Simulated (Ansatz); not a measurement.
GaN:
Space group P6₃/mmc (No. 194); a = b = 3.175 Å, c = 7.523 Å, α = β = 90.00°, γ = 120.00°

```csv
atom,site,symmetry,x,y,z
Ga,2d,-6m2,0.6667,0.3333,0.2500
N,2b,-6m2,0.0000,0.0000,0.2500
```

Relaxed at zero pressure with r²SCAN+D4 in the plane-wave PAW code Ansatz.

Question: The volume is raised by 6 % and shape and atoms relax at that volume. What pressure results, and how do the axes share the change?

Answer: -0.9 GPa; a 0.2 %, b 0.2 %, c 5.6 %; the energy rises by 3 meV/atom.

Question: Give the new structure.

Answer: 
Space group P6₃/mmc (No. 194); a = b = 3.1805 Å, c = 7.9467 Å, α = β = 90.00°, γ = 120.00°

```
atom  site  symmetry       x       y       z
----  ----  --------  ------  ------  ------
Ga      2d      -6m2  0.6667  0.3333  0.2500
N       2b      -6m2  0.0000  0.0000  0.2500
```

The phase is kept; no other phase was compared at this pressure.

Space group P6_3/mmc. The workflow started from a Materials Project entry (that database holds measured and hypothetical structures alike); the Crystallography Open Database copy checked does not list it. It is not the phase usual at ambient conditions (space group No. 186, 216). The r²SCAN+D4 relaxation kept the symmetry of its start; of distortions, only those at the zone centre were tested, and some modes there are weakly imaginary.

Potentials: the later of the program's two PAW sets.
